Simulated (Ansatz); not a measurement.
Computed with Ansatz, DFT, r2SCAN, plane waves (500 eV) with PAW, scalar-relativistic. The PAW files were generated under PBE, with cores re-solved for the functional.

An element in the omega (AlB2-type) structure gives this curve. The cell is scaled uniformly from the relaxed one, with fractional coordinates and shape fixed. Energies are extrapolated to zero smearing, pressures are those at the given smearing. Magnetic state: spin not included.

```
V (Å³/atom)  E − E₀ (meV/atom)  P (GPa)
     12.902              292.8    61.39
     13.488              118.0    35.87
     14.074               26.3    15.79
     14.661               -0.1     0.01
     15.247               25.0   -12.37
     15.834               90.1   -22.04
     16.420              186.6   -29.55
```

**Question.** Which element is it?
A. iridium
B. ruthenium
C. platinum
D. vanadium

**Answer.** A. Its fit is V₀ = 14.65 Å³/atom, B₀ = 350 GPa, B₀′ = 5.0.
